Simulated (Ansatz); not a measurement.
ScTaPb$_{2}$O$_{6}$:
```yaml
crystal:
  lattice:
    - [0.00000, 4.06581, 4.06581]
    - [4.06581, 0.00000, 4.06581]
    - [4.06581, 4.06581, 0.00000]
  atoms:
    - { symbol: Sc, position: [0.00000, 0.00000, 0.00000] }
    - { symbol: Ta, position: [0.50000, 0.50000, 0.50000] }
    - { symbol: Pb, position: [0.25000, 0.25000, 0.25000] }
    - { symbol: Pb, position: [0.75000, 0.75000, 0.75000] }
    - { symbol: O, position: [0.25625, 0.25625, 0.74375] }
    - { symbol: O, position: [0.74375, 0.74375, 0.25625] }
    - { symbol: O, position: [0.74375, 0.25625, 0.25625] }
    - { symbol: O, position: [0.25625, 0.74375, 0.74375] }
    - { symbol: O, position: [0.25625, 0.74375, 0.25625] }
    - { symbol: O, position: [0.74375, 0.25625, 0.74375] }
```

Relaxed with r²SCAN. Special points in fractions of this cell's reciprocal vectors: Γ (0.000, 0.000, 0.000); X (0.500, 0.000, 0.500); U (0.625, 0.250, 0.625); K (0.375, 0.375, 0.750); L (0.500, 0.500, 0.500); W (0.500, 0.250, 0.750).

List the band energies nearest the valence-band maximum at these points for the program Ansatz at the r²SCAN with spin–orbit coupling level (PAW).

In eV from the valence-band maximum; about four levels below and three above (degenerate sets whole), none deeper than 8.9 eV; points with the same levels are listed once.

```tsv
k	below	above
Γ	-0.16 -0.16 -0.16 -0.16	3.64 3.64 3.64 3.64
X	-0.13 -0.13 0.00 0.00	2.66 2.66 3.81 3.81
U	-0.37 -0.37 -0.36 -0.36	3.12 3.12 3.77 3.77
L	-0.83 -0.83 -0.62 -0.62	3.22 3.22 3.46 3.46
W	-0.51 -0.51 -0.50 -0.50	3.45 3.45 3.58 3.58
```

Space group Fm-3m. The workflow started from a Materials Project entry (that database holds measured and hypothetical structures alike); the Crystallography Open Database copy checked does not list it. Its standing as an ambient phase is unchecked. The cell was relaxed with r²SCAN under the symmetry of its start; its stability against distortions is not shown here. No spin polarisation was allowed.

Potentials: the later of the program's two PAW sets.
